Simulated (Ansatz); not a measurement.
GePd (CsCl type, Pm-3m) at seven volumes, DFT-r²SCAN in the program Ansatz with PAW potentials, scaled uniformly. One row is withheld.

```tsv
V (Å³/atom)	P (GPa)
14.092	16.44
14.557	9.77
15.021	4.25
15.486	0.00
15.950	-3.44
16.415	?
16.880	-8.87
```

Problem. Fit the shown pressures and predict the withheld one.

Solution. P = (3/2)B₀(x^(7/2) − x^(5/2))[1 + (3/4)(B′ − 4)(x − 1)] with x = (V₀/V)^(2/3). Least squares on the six rows gives V₀ = 15.484 Å³/atom, B₀ = 132 GPa, B′ = 5.92. At V = 16.415, x = 0.9618 and P = -6.48 GPa. The run itself gave -6.45 GPa.

A made-up cell: these elements were put on the sites of a structure type; neither database checked (COD, Materials Project) lists it. COD files the formula under space group No. 62, so this cell is another polymorph or a model. Whether it is the stable phase at ambient conditions was not checked. The r²SCAN relaxation kept the symmetry of its start; whether a distortion lowers the energy is not shown. The run is not spin-polarised.

Potentials: the later of the program's two PAW sets.
